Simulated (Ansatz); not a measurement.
Given:

Re:
```cif
data_Re8
_chemical_formula_sum 'Re8'
_space_group_name_H-M_alt 'P 1'
_space_group_IT_number 1
_cell_length_a 2.75138
_cell_length_b 2.75138
_cell_length_c 17.76254
_cell_angle_alpha 90.000
_cell_angle_beta 90.000
_cell_angle_gamma 120.000
loop_
_space_group_symop_operation_xyz
  'x, y, z'
loop_
_atom_site_label
_atom_site_type_symbol
_atom_site_fract_x
_atom_site_fract_y
_atom_site_fract_z
_atom_site_occupancy
Re1 Re 0.00000 0.00000 0.62501 1
Re2 Re 0.33333 0.66667 0.74966 1
Re3 Re 0.00000 0.00000 0.87491 1
Re4 Re 0.33333 0.66667 0.00000 1
Re5 Re 0.00000 0.00000 0.12509 1
Re6 Re 0.33333 0.66667 0.25034 1
Re7 Re 0.00000 0.00000 0.37499 1
Re8 Re 0.66667 0.33333 0.50000 1
```

This is the PBEsol-relaxed structure.

Task: All from plane-wave PAW PBEsol (Ansatz code), unless another level is named. Predict the highest zone-centre frequency.

Result: 179 cm⁻¹.

Task: And the bulk modulus (Birch–Murnaghan fit)?

Result: 391 GPa.

Space group P-6m2. The start of the workflow was typed in or built on a structure type; neither database checked (COD, Materials Project) lists it. It is not the phase usual at ambient conditions (space group No. 194). Symmetry was held in the PBEsol relaxation; whether a distortion lowers the energy is not shown. The run is not spin-polarised. As this level gives no gap, phonon frequencies hold no LO–TO term and depend on the k-mesh and smearing (Fermi–Dirac, 0.1 eV here). Spin–orbit coupling is left out wherever it is not named.

Potentials: the earlier of the program's two PAW sets. The files were generated under PBE; for other functionals the program regenerates the frozen cores, and for LDA and PBEsol the local potential too.
